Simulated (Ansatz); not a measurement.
# Computed properties of BaTiO3

BaTiO$_{3}$:
```
CELL_PARAMETERS angstrom
      0.00000     2.85803    -2.87385
      0.00000     2.85803     2.87385
      3.96365     0.00000     0.00000
ATOMIC_POSITIONS crystal
  Ba 0.99500 0.00500 0.00000
  Ti 0.47948 0.52052 0.50000
  O  0.50933 0.97675 0.50000
  O  0.02325 0.49067 0.50000
  O  0.51304 0.48696 0.00000
```

Space group Amm2 (No. 38); conventional cell a = 3.964 Å, b = 5.716 Å, c = 5.748 Å, α = β = γ = 90.00°.

Method: r²SCAN (plane waves, PAW; program Ansatz). Geometry: relaxed at this level of theory. Other levels are named where they apply.

**Cell and energy**

```
Quantity                                                             Result
-----------------------------------------------------  --------------------
Volume per atom                                                    13.02 Å³
Density                                                          5.95 g/cm³
Formation energy from the elements (no fitted shifts)  -326 kJ/mol of atoms
```

**Electronic structure**

```
Item                                                                                                             Result
------------------------------------------------  ---------------------------------------------------------------------
Band gap                                                                                             2.66 eV (indirect)
Valence-band maximum                              at T (k = 0.500, 0.500, 0.500 in fractions of the reciprocal vectors)
Conduction-band minimum                                                                                            at Γ
Smallest direct gap on the standard path                                                                        3.09 eV
Electron effective mass                                                           0.54, 0.91, 1.4 mₑ (principal values)
Electron effective mass with spin–orbit coupling                                  0.55, 0.91, 1.4 mₑ (principal values)
Hole effective mass                                                                0.91, 1.6, 2.4 mₑ (principal values)
HSE06 gap on the r²SCAN cell                                                                                    3.74 eV
Gap with spin–orbit coupling                                                                                    2.65 eV
```

**Mechanics**

```
Quantity                             Result
----------------------------------  -------
Bulk modulus (Birch–Murnaghan fit)  111 GPa
Pressure derivative B′                  8.6
```

**Charges**

```
Quantity                                        Value
-------------  --------------------------------------
Bader charges  Ba +1.58, Ti +2.29, O -1.31 to -1.28 e
```

This is a known low-temperature phase of the composition, computed here at zero pressure and temperature. The cell was relaxed with r²SCAN under the symmetry of its start; whether a distortion lowers the energy is not shown. The run is not spin-polarised. The references are the lowest solids computed at this level, not always the standard phases (solids in place of the gases). Scalar-relativistic: spin–orbit coupling is off unless named, which matters more the heavier the elements.

Potentials: the later of the program's two PAW sets.
